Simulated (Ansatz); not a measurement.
Input file for Ansatz (a quantum-chemistry and plane-wave program):

Ansatz 0.2 input:
```yaml
crystal:
  lattice:
    - [1.8528040285, -4.9094408086, 0.0]
    - [1.8528040285, 4.9094408086, 0.0]
    - [0.0, 0.0, 3.7178225861]
  atoms:
    - { symbol: Si, position: [0.5786255383, 0.4213744617, 0.75] }
    - { symbol: Si, position: [0.4213744617, 0.5786255383, 0.25] }
    - { symbol: Zr, position: [0.85465759, 0.14534241, 0.75] }
    - { symbol: Zr, position: [0.14534241, 0.85465759, 0.25] }
kpoints:
  mp_grid: { grid: [12, 12, 11] }
hamiltonian:
  xc: lda
  pseudopotentials: { kind: paw }
scf:
  occupations: { method: fermi_dirac, width: 0.1 }
phonons:
  method: dfpt
  response_accuracy: low
  eigenvectors: true
  rigid_motions: translations
```

Output (shortened):

```
Pseudopotential: Si, paw, valence charge 4
Pseudopotential: Zr, paw, valence charge 12
Functional definition: SPW92
Crystal: 4 atoms, lattice volume = 67.636 Å³
Basis set: ecut = 420 eV, 1343 PW (Γ), exchange–correlation on 72×72×60 points (8 copies of the dense FFT grid, shifted against one another)
Bands: 20, of which v1, the nominal top of the filled ones, is band 16 counted from 1 (15 counted from 0)
Symmetry: 8 space group operations
k-points: 258 of 1584 (irreducible under 4 space group operations, time reversal used)
SCF iter   1: F=—  HF=-9376.356361 eV  |F-HF|=—  |Δ(HF+E_count)|=         —  Δρ=5.42e-3  dr2=1.80e-2  ethr=1.77e-3  ⟨swp⟩=5.1  Hψ=25580  notcnv=0
preconditioner: auto → Kerker (q_TF=auto, 2.408 Å⁻¹)
SCF iter   2: F=—  HF=-9376.353419 eV  |F-HF|=—  |Δ(HF+E_count)|=   2.94e-3  Δρ=3.00e-3  dr2=5.22e-3  ethr=5.63e-5  ⟨swp⟩=1.0  Hψ=7233  notcnv=0
SCF iter   3: F=—  HF=-9376.352332 eV  |F-HF|=—  |Δ(HF+E_count)|=   1.09e-3  Δρ=4.16e-4  dr2=1.17e-4  ethr=1.63e-5  ⟨swp⟩=2.2  Hψ=7043  notcnv=0
SCF iter   4: F=—  HF=-9376.352303 eV  |F-HF|=—  |Δ(HF+E_count)|=   2.92e-5  Δρ=6.87e-5  dr2=1.48e-6  ethr=3.66e-7  ⟨swp⟩=2.0  Hψ=7239  notcnv=0
SCF iter   5: F=—  HF=-9376.352302 eV  |F-HF|=—  |Δ(HF+E_count)|=   1.33e-6  Δρ=1.23e-5  dr2=1.15e-7  ethr=4.61e-9  ⟨swp⟩=2.2  Hψ=8966  notcnv=0
SCF iter   6: F=—  HF=-9376.352302 eV  |F-HF|=—  |Δ(HF+E_count)|=   2.74e-8  Δρ=2.16e-6  dr2=3.20e-9  ethr=3.59e-10  ⟨swp⟩=2.0  Hψ=7085  notcnv=0
SCF iter   7: F=—  HF=-9376.352302 eV  |F-HF|=—  |Δ(HF+E_count)|=  5.40e-10  Δρ=4.27e-7  dr2=1.34e-10  ethr=1.00e-11  ⟨swp⟩=2.6  Hψ=8750  notcnv=0
SCF iter   8: F=-9376.352302 eV  HF=-9376.352302 eV  |F-HF|=5.46e-12  |Δ(HF+E_count)|=  3.82e-11  Δρ=6.38e-8  dr2=3.98e-12  ethr=1.00e-12  ⟨swp⟩=5.4  Hψ=23428  notcnv=0
SCF 1 converged in 8 iterations: F = -9376.352302 eV  dr2 = 3.98e-12
DFPT response loops at Γ: preconditioner auto → Kerker (q_TF=auto, 2.408 Å⁻¹) (partly filled bands, converged f_vac=0.000) …
SCF converged after 8 iterations
Free energy (F): -9376.352302 eV
Harris-Foulkes:  -9376.352302 eV  (|F-HF|=5.46e-12)
Internal energy: -9376.313153 eV  (E = F + TS)
E sigma→0 (E₀):  -9376.332728 eV
Entropy (-TS):   -0.039149 eV (-9.787 meV/atom)
Fermi energy:    13.977320 eV
--- Per-component energies (eV) ---
  E_band       = -131.281189
  E_kinetic    = 758.819736
  E_local      = -1311.062159  (includes V_loc(G=0)·N_el)
  E_nonlocal   = 221.776805
  E_hartree    = 427.901152
  E_xc         = -436.671464
  E_vxc        = -483.434817  (∫ρ·V_xc dr)
  E_paw        = -6671.003598  (= ΣΔE_a)
  E_vpaw       = -173.183111  (= ΣTr[D̂ρ^β])
  E_aug_tail   = 0.000057  (compensation charges beyond the density's cutoff)
  E_ewald      = -2366.983146
  E_core_change = 0.909463  (= ΣΔE_core)
  E_smearing   = -0.039149  (= −TS)
  E_closure    = 0.000000  (closes the sum)
  Σ components = -9376.352302   (vs F -9376.352302, Δ=0.00e0)
  [band-id]    e_kinetic+e_local+e_nonlocal+2·e_hartree+e_vxc+e_vpaw+e_augmentation_tail = -131.281185   (vs E_band -131.281189, Δ=4.23e-6)
--- Band table (eV; the first three rows and the last of 258) ---
  k-point 0: bands = ["-34.4842", "-34.3970", "-12.8457", "-12.6669", "-12.6336", "-12.5007", "-12.4111", "-12.3870", "2.4655", "6.9849", "10.6210", "11.2893", "11.4181", "11.5704", "13.1758", "14.5028", "14.5042", "15.1463", "15.5130", "16.0926"]
  k-point 1: bands = ["-34.4817", "-34.3981", "-12.8361", "-12.6760", "-12.6296", "-12.5020", "-12.4292", "-12.3939", "2.5631", "7.0290", "10.5141", "10.6946", "11.5170", "12.0357", "13.0368", "13.9491", "14.4447", "15.2312", "15.9228", "15.9970"]
  k-point 2: bands = ["-34.4749", "-34.4015", "-12.8084", "-12.6987", "-12.6182", "-12.5063", "-12.4782", "-12.4147", "2.8505", "7.0946", "9.6805", "10.8967", "11.3893", "12.4843", "12.6263", "13.1347", "14.4259", "15.4697", "15.9733", "16.3485"]
  k-point 257: bands = ["-34.4349", "-34.4297", "-12.9032", "-12.8918", "-12.5672", "-12.5358", "-12.4066", "-12.4013", "5.0493", "5.8454", "8.8239", "9.5857", "12.0120", "12.1004", "12.4652", "12.9323", "14.3548", "14.8967", "15.2995", "15.7042"]
--- Phonons (Γ-DFPT): 6 representative perturbations + reference, on 258 of 1584 k-points (Σ response iterations 18) ---
  ASR residual: 4.281e-4 → 0.000e0 eV/Å²; symmetrization residual: 1.136e-5 eV/Å²
  ASR residual per site (eV/Å²): 3.21e-5 3.21e-5 4.28e-4 4.28e-4
  Γ frequencies (cm⁻¹): 0.00 0.00 0.00 163.40 165.98 198.08 314.31 319.27 324.24 359.41 374.39 410.56
  non-analytic LO–TO correction: not included (Born effective charges unavailable; polar crystals: no LO–TO splitting at Γ)
```

Cost: very roughly 6 core-minutes on shared cores.

Space group Cmcm. A made-up cell: these elements were put on the sites of a structure type; the Crystallography Open Database files this formula in space group No. 63, but the cells were not matched. Whether it is the stable phase at ambient conditions was not checked. Symmetry was held in the LDA relaxation; of distortions, only those at the zone centre were tested. The run is not spin-polarised. The volume moved by -25 % from the start of the relaxation. As this level gives no gap, phonon frequencies hold no LO–TO term and depend on the k-mesh and smearing (Fermi–Dirac, 0.1 eV here). Spin–orbit coupling is left out wherever it is not named.

Potentials: the later of the program's two PAW sets.

Ansatz is a plane-wave DFT program.
